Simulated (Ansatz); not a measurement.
Values for one crystal, relaxed and computed with plane-wave PAW PBEsol (Ansatz code); other levels are named.

```yaml
volume_per_atom: 22.49 Å³
electronic_character: metallic (no gap)
mechanical_stability: unstable (C has a negative eigenvalue)
Pressure derivative B′: 4.0
Density of states at the Fermi level: 0.43 states/eV per atom (mean over ±0.08 eV)
Elastic constants (relaxed ions, GPa): C11 = 35.6, C12 = 36.8, C44 = 31.2
Bulk modulus (Birch–Murnaghan fit): 36.1 GPa
```

Question: Which of these materials gives this?
A. Sn, bcc (W type)
B. Mg, bcc (W type)
C. Ni, bcc (W type)
D. Ti, bcc (W type)

Answer: B, Mg, bcc (W type)

Space group Im-3m (bcc (W type)). The workflow started from a Materials Project entry (that database holds measured and hypothetical structures alike); the Crystallography Open Database copy checked does not list it. It is not the phase usual at ambient conditions (space group No. 194). Symmetry was held in the PBEsol relaxation. As this level gives no gap, shear constants depend on the k-mesh and smearing (Fermi–Dirac, 0.1 eV here).

Potentials: the earlier of the program's two PAW sets. The files were generated under PBE; for other functionals the program regenerates the frozen cores, and for LDA and PBEsol the local potential too.
